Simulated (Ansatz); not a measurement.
SnGe in space group Pmma (No. 51; Ge on 2e, Sn on 2f), PBE in the plane-wave PAW code Ansatz, all energies at zero smearing, with the estimated change up to a 700 eV cutoff added, with one set of potentials and settings (totals compare only within such a set). Cell of 4 atoms (2 Ge, 2 Sn): -20638.317 eV.

| element | reference phase | E (eV/atom) |
|---|---|---|
| Ge | Fd-3m, 2 atoms in the cell | -4294.9907 |
| Sn | Fd-3m, 2 atoms in the cell | -6024.2887 |

Formation energy per atom, worked out: (-20638.317 − 2×(-4294.9907) − 2×(-6024.2887))/4 = 0.060 eV/atom (6 kJ per mol of atoms), at 0 K, without zero-point energy or fitted corrections.

The start of the workflow was typed in or built on a structure type; neither database checked (COD, Materials Project) lists it. Whether it is the stable phase at ambient conditions was not checked. The PBE relaxation kept the symmetry of its start; whether a distortion lowers the energy is not shown. The references are the lowest solids computed at this level, not always the standard phases. Spin–orbit coupling is left out wherever it is not named.

Potentials: the earlier of the program's two PAW sets.
